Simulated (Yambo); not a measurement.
Material: AlN (wurtzite, space group P6_3mc, No. 186); a = b = 3.1131 Å, c = 4.9828 Å, α = β = 90.00°, γ = 120.00° (4 atoms in the cell). Cell and atoms were relaxed with PBEsol from Materials Project entry mp-661, within its symmetry.

With PBEsol (pw.x of Quantum ESPRESSO, ONCV potentials, no spin-orbit coupling), the gap between the mesh's edge points (Γ → Γ) is 4.105 eV.

Task: By how much does one-shot G0W0 (Yambo; 6×6×4 Γ-centred k mesh, 77 bands and a 8 Ry block in the screening, 77 bands in G with the Bruneval-Gonze terminator, plasmon pole fitted at 27.2 eV) open this gap, and what gap results?

Result: The correction is 1.480 eV, giving 5.584 eV, 1.4 times the PBEsol value.  Nearest settings tried, and what they do to the gap: 49 bands in W, 49 bands in G: -6 meV; 3 Ry block (35 vectors against 123): -358 meV. Not varied: mesh. So the settings aren't converged at that level.
